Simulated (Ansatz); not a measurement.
A geometry of Na₂S away from equilibrium: step 3 of the relaxation of a relaxed Na2S cell with every coordinate shifted by Gaussian noise of σ = 0.45 Å. Level of theory: r2SCAN (plane waves to 500 eV, PAW, scalar-relativistic; Ansatz, an electronic-structure program). Γ-centred k-mesh 6×6×6 on the run's cell (coarser than for final values), Fermi–Dirac smearing 0.05 eV.

```xyz
3
Lattice="0.0219 3.1979 3.2229 3.3205 -0.0280 3.2728 3.2952 3.2226 -0.0028" Properties=species:S:1:pos:R:3:forces:R:3 pbc="T T T" free_energy=-3886.323 pressure_GPa=2.6
Na     0.9889     1.6209     1.3106    0.1487    1.0197    0.0171
Na     4.5313     5.4240     4.7603   -0.7644   -1.2263   -0.9054
S     -0.4806     0.4086    -0.5427    0.6155    0.2066    0.8884
```

Positions in Å, forces in eV/Å, free energy of the cell in eV (comparable only within this code, potentials and settings). Largest force: 1.71 eV/Å, on Na2 (atoms numbered as listed); the geometry lies 0.18 eV/atom above the end of its relaxation.

No spin polarisation in the result.
